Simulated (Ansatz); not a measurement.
A geometry of TaSi$_{2}$ away from equilibrium: step 2 of the relaxation of a relaxed TaSi2 cell displaced along its unstable phonon at q = (½, 0, 0) of its primitive reciprocal cell (131i cm⁻¹), largest move 0.15 Å. Method: r2SCAN (plane waves to 500 eV, PAW, scalar-relativistic; Ansatz, a first-principles code). Γ-centred k-mesh 9×9×9 on the run's cell (coarser than for final values), Fermi–Dirac smearing 0.05 eV.

```xyz
6
Lattice="0.1015 5.9949 5.9949 3.0482 0.0000 3.0482 3.0482 3.0482 0.0000" Properties=species:S:1:pos:R:3 pbc="T T T"
Ta    -0.1255     0.1255     0.1255
Ta     3.2245     5.9202     2.8720
Si     1.6838     1.3644     1.3644
Si     1.4883     4.6081     4.6081
Si     4.4634     4.6813     4.6813
Si     4.7604     7.4325     7.4325
```

Q: Give the Cartesian forces on all atoms (eV/Å).

A: 
| atom | Fx | Fy | Fz |
|---|---|---|---|
| Ta1 | -0.60 | 0.60 | 0.60 |
| Ta2 | 0.60 | -0.60 | -0.60 |
| Si3 | 0.50 | -0.50 | -0.50 |
| Si4 | -0.13 | 0.13 | 0.13 |
| Si5 | -0.50 | 0.50 | 0.50 |
| Si6 | 0.13 | -0.13 | -0.13 |

Q: What is the pressure?

A: -1.9 GPa, compression positive.

Q: How far above the relaxed end point is this geometry?

A: 0.20 eV/atom; the path ends in R-3m (No. 166).

No spin polarisation in the result.

The run could not lose the symmetry of its start, so the end can be a saddle point.

The end of the path is a generated cell of TaSi2: the first start was made by placing the elements on the sites of a structure type, and the end was not matched to a known phase here, so it may be hypothetical. Known forms of TaSi2 include space group No. 181.
